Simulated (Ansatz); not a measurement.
Data:

Ag:
Space group Fm-3m (No. 225); a = b = c = 4.0838 Å, α = β = γ = 90.00°

| atom | site | symmetry | x | y | z |
|---|---|---|---|---|---|
| Ag | 4a | m-3m | 0.0000 | 0.0000 | 0.0000 |
(The calculation used a cell of 1 atom; values per cell refer to that cell.)

This is the r²SCAN+D4-relaxed structure.

**Question.** All from r²SCAN+D4 in the plane-wave PAW code Ansatz, unless another level is named. Predict the bulk modulus (Birch–Murnaghan fit).

**Answer.** 108 GPa.

**Question.** What about the elastic constants (relaxed ions, GPa)?

**Answer.** C11 = 130, C12 = 99.1, C44 = 45.7.

Symmetry was held in the r²SCAN+D4 relaxation. The run is not spin-polarised. The pairwise dispersion correction was not fitted to metals. As this level gives no gap, shear constants depend on the k-mesh and smearing (Fermi–Dirac, 0.1 eV here).

Potentials: the later of the program's two PAW sets.
